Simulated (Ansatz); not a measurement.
A trial cell of TePb was relaxed with r2SCAN (plane waves to 500 eV, PAW, scalar-relativistic; Ansatz, a first-principles code).

Before: P2₁3 (No. 198), cP8; a = b = c = 7.1760 Å, α = β = γ = 90.00°.

After relaxation:

Simulated powder pattern, Co Kα, λ = 1.79026 Å (kinematic, ideal powder, no thermal factors, no anomalous dispersion; the 24 strongest lines at most, above 1 %, up to 2θ = 90°):

| 2θ (°) | I/Imax (%) |
|---|---|
| 27.45 | 11 |
| 31.80 | 100 |
| 45.59 | 77 |
| 54.05 | 6.3 |
| 56.66 | 28 |
| 66.45 | 13 |
| 73.33 | 2.8 |
| 75.56 | 37 |
| 84.31 | 29 |

Q: Identify the relaxed structure from its pattern: crystal system, space group and cell.

A: Cubic, Fm-3m (No. 225), cF8, rock salt type; a = 6.5342 Å, b = 6.5342 Å, c = 6.5342 Å, α = 90.00°, β = 90.00°, γ = 90.00°. Sites: Te 4a (0.000, 0.000, 0.000); Pb 4b (0.500, 0.500, 0.500).

Q: Index the strongest lines.

A: 31.80° (200), 45.59° (220), 56.66° (222), 75.56° (420), 84.31° (422).

No spin polarisation in the result.

The run could not lose the symmetry of its start.
